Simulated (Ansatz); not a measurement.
Starting structure of a cell relaxation (symmetry kept):

```cif
data_structure
_symmetry_space_group_name_H-M 'P 1'
_symmetry_Int_Tables_number 1
_cell_length_a 5.4689
_cell_length_b 5.4689
_cell_length_c 5.4689
_cell_angle_alpha 60.000
_cell_angle_beta 60.000
_cell_angle_gamma 60.000
_cell_volume 115.66
loop_
_atom_site_label
_atom_site_type_symbol
_atom_site_fract_x
_atom_site_fract_y
_atom_site_fract_z
_atom_site_occupancy
Sn1 Sn 0.00000 0.00000 0.00000 1
Sn2 Sn 0.25000 0.25000 0.25000 1
Sn3 Sn 0.75000 0.75000 0.75000 1
Bi1 Bi 0.50000 0.50000 0.50000 1
```

Theory: DFT LDA, scalar-relativistic, plane waves, PAW in Ansatz.

Settings: cutoff 420 eV, Γ-centred mesh 10×10×10 on the computed 4-atom cell, Gaussian smearing of 0.10 eV; no spin polarisation.

Question: What does it relax to?

Answer: The volume decreases by 2.21 Å³/atom to 26.70 Å³/atom, and the energy falls by 29.7 meV/atom. Final structure:
```xyz
4
Lattice="0.0000 3.7658 3.7658 3.7658 0.0000 3.7658 3.7658 3.7658 0.0000" Properties=species:S:1:pos:R:3 pbc="T T T"
Sn    0.0000    0.0000    0.0000
Sn    1.8829    1.8829    1.8829
Sn    5.6487    5.6487    5.6487
Bi    3.7658    3.7658    3.7658
```

Spin–orbit coupling is left out, which can shift energies with elements as heavy as these.

Cost: 1 run of about 0.23 core-minutes, on AMD EPYC 9R45 (Zen 5) (shared hosts).